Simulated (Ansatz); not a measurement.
An Ansatz input (plane waves, PAW) for TaBi (zincblende structure) that has something wrong with it:

```yaml
crystal:
  lattice:
    - [0.0, 3.2304824722, 3.2304824722]
    - [3.2304824722, 0.0, 3.2304824722]
    - [3.2304824722, 3.2304824722, 0.0]
  atoms:
    - { symbol: Ta, position: [0.0, 0.0, 0.0] }
    - { symbol: Bi, position: [0.25, 0.25, 0.25] }
basis:
  ecutwfc: 420
  ecutrho_ratio: 4
kpoints:
  mp_grid: { grid: [10, 10, 10] }
hamiltonian:
  xc: pbe
  pseudopotentials: { kind: nc }
scf:
  occupations: { method: gaussian, width: 0.05 }
  max_iter: 80
output:
  forces: true
  stress: true
magnetization:
  spin_polarized: true
  spin_orbit: true
```

Launched as:
```sh
ansatz run input.yaml --threads 2 --pin off --max-ram 2662MiB --backend cpu --events-out ev --progress --plain --runs-dir out
```

Task: What is wrong with it?

Result: Spin-orbit coupling on scalar files. Against the sound input: magnetization: {"spin_polarized": true, "spin_orbit": true}; hamiltonian.pseudopotentials: {"kind": "nc"} (the cap on iterations is only a precaution).

What the program printed:

```
Error: 2 input errors — fix all and re-run
  1. inconsistent input (magnetization.spin_orbit, magnetization.noncollinear): true requires noncollinear: true — spin–orbit coupling acts on 2-spinor wavefunctions; set both flags
  2. inconsistent input (magnetization.spin_orbit, hamiltonian.pseudopotentials.kind): true requires a fully-relativistic hamiltonian.pseudopotentials.kind (nc_fr or paw_fr), or kind: all_electron without datasets and azcp, which then solves Dirac's equation on LAPW. paw_fr resolves this project's PAW files (source: ansatz) by j as it reads them
```

The input was refused before any iteration. It ran for 0.02 s on 2 threads of Arm Neoverse V2, on a shared host, peak memory 0.03 GiB. The run before the change (PBE, 420 eV, 10×10×10 mesh) gave:

| run | P (GPa) | gap on the mesh (eV) | cell moment (μB) | largest force component (eV/Å) |
| --- | --- | --- | --- | --- |
| sound | 0.0 | metal | – | 0.000 |

The structure was built from a prototype; whether the compound forms in it isn't claimed.
